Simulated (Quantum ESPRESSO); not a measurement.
Li3In2AgTa2, one composition in several site orders

Computed values, not a measurement. The program is pw.x of Quantum ESPRESSO 7.5 (plane-wave density functional theory). The cell is made up: eight metal atoms on a face-centred cubic lattice, with elements, volume, strain and displacements drawn at random and not relaxed, so it may be unstable or far from any real phase. PseudoDojo standard norm-conserving files set the functional (PBE unless stated); there is no spin polarisation or spin-orbit coupling, the Fermi-Dirac width of 0.25 eV means electrons at about 2900 K, and the masses in the input are unused placeholders. Heavy elements are run without spin-orbit coupling, which real alloys of them have. A spin test at this wide smearing found no moment, but such smearing suppresses magnetism that the real alloy may have.

The runs put one composition on the sites in different orders. Cell, positions, cutoff, mesh and smearing stay as in the input of run 1; sites are counted in its order. Stress in the tables is positive in tension.

Input of run 1:

```
&control calculation='scf', pseudo_dir='./dojo.nc.sr.pbe.v0_5.standard.upf', outdir='./o', disk_io='medium', tprnfor=.true., tstress=.true. /
&system ibrav=0, nat=8, ntyp=4, nbnd=50, ecutwfc=82.02448710, nosym=.true., tot_charge=0,
 occupations='smearing', smearing='fd', degauss=0.0183746611
/
&electrons conv_thr=1.470e-08, electron_maxstep=70, mixing_beta=0.5 /
ATOMIC_SPECIES
Ag 1.0 Ag.upf
In 1.0 In.upf
Li 1.0 Li.upf
Ta 1.0 Ta.upf
CELL_PARAMETERS angstrom
2.1357 4.2715 2.1357
2.1357 -4.2715 2.1357
4.2715 0.0 -4.2715
ATOMIC_POSITIONS angstrom
Li 0.049 -0.0348 0.0077
Li 2.1037 0.0152 -2.1406
In 2.0677 -2.1579 -0.0085
Ag 4.2683 -2.2035 -2.1368
In 2.0874 2.1606 -0.0196
Ta 4.2637 2.1733 -2.1327
Li 2.1841 -0.0218 2.0535
Ta 4.3125 0.0158 -0.037
K_POINTS automatic
5 5 4 1 1 1
```

```
run  elements on sites 1 to 8  free energy less that of run 1 (eV)  -TS (eV)  pressure (GPa)  stress xx (GPa)  stress yy (GPa)  stress zz (GPa)  stress yz (GPa)  stress xz (GPa)  stress xy (GPa)  iterations
  1   Li Li In Ag In Ta Li Ta                                0.000    -1.218           -3.98             3.26             5.65             3.02            -1.35            -0.56            -1.48          12
  2   In Ta Li Ag In Li Ta Li                                1.503    -1.446           -3.67             3.86             3.07             4.08            -1.01             0.00            -1.01          12
  3   Ta Ag In Li In Ta Li Li                                0.397    -1.287           -2.98             2.17             4.18             2.60             1.55            -1.98             1.83          12
  4   Ta In Li Ta Li Ag In Li                               -0.309    -1.239           -4.12             4.07             4.48             3.81            -2.09             0.35            -2.30          12
  5   Li In In Ta Ag Ta Li Li                                0.395    -1.165           -4.40             5.93             1.45             5.81             0.54             2.76             0.39          12
  6   Li Ta Ag In Li In Li Ta                               -0.183    -1.108           -3.70             4.04             3.24             3.82             0.10             3.92            -0.27          12
```

Forces Fx Fy Fz (eV/Å):

```
site             run 1              run 2              run 3              run 4              run 5             run 6
   1   -0.19 0.10 0.15    -0.66 0.03 0.33    -0.95 0.19 0.50    -1.36 0.08 0.94   -0.07 0.08 -0.02  -0.02 0.05 -0.02
   2   0.20 0.01 -0.06   0.45 -0.04 -0.28    0.41 0.03 -0.36    0.07 -0.17 0.15   0.73 -0.15 -0.40   0.15 -0.16 0.04
   3   0.27 0.07 -0.11    0.19 0.01 -0.11   -0.10 -0.07 0.36   0.18 -0.04 -0.05    -0.22 0.07 0.25   0.24 0.06 -0.15
   4   -0.03 0.12 0.13    -0.17 0.11 0.15    0.00 0.03 -0.01    1.18 0.38 -1.06    -0.04 0.24 0.00   0.14 0.45 -0.12
   5  0.13 -0.08 -0.03   0.59 -0.12 -0.47    0.01 -0.07 0.03   0.14 -0.08 -0.08   -0.15 -0.07 0.14   0.06 -0.05 0.00
   6  -0.74 -0.13 0.68   -0.04 -0.10 0.03   0.82 -0.13 -0.66   0.18 -0.12 -0.22  -0.01 -0.09 -0.02  -0.25 -0.21 0.24
   7   -0.19 0.05 0.15    -0.32 0.13 0.45    -0.16 0.05 0.25    -0.26 0.05 0.44    -0.11 0.01 0.10  -0.01 0.03 -0.01
   8  0.55 -0.14 -0.92  -0.04 -0.02 -0.10  -0.04 -0.03 -0.12  -0.12 -0.09 -0.11  -0.14 -0.09 -0.05  -0.31 -0.17 0.03
```

The sites are displaced and not relaxed, so the energy differences mix bonding between neighbours with strain and are not ordering energies. A rerun of one cell of this series at a higher cutoff and on a denser mesh moved values by no more than 0.004 eV in energy, 0.03 GPa in stress and 0.011 eV/Å in force, and a second program with other atomic files agreed on that cell to 2 % rms in force and 0.5 GPa in pressure.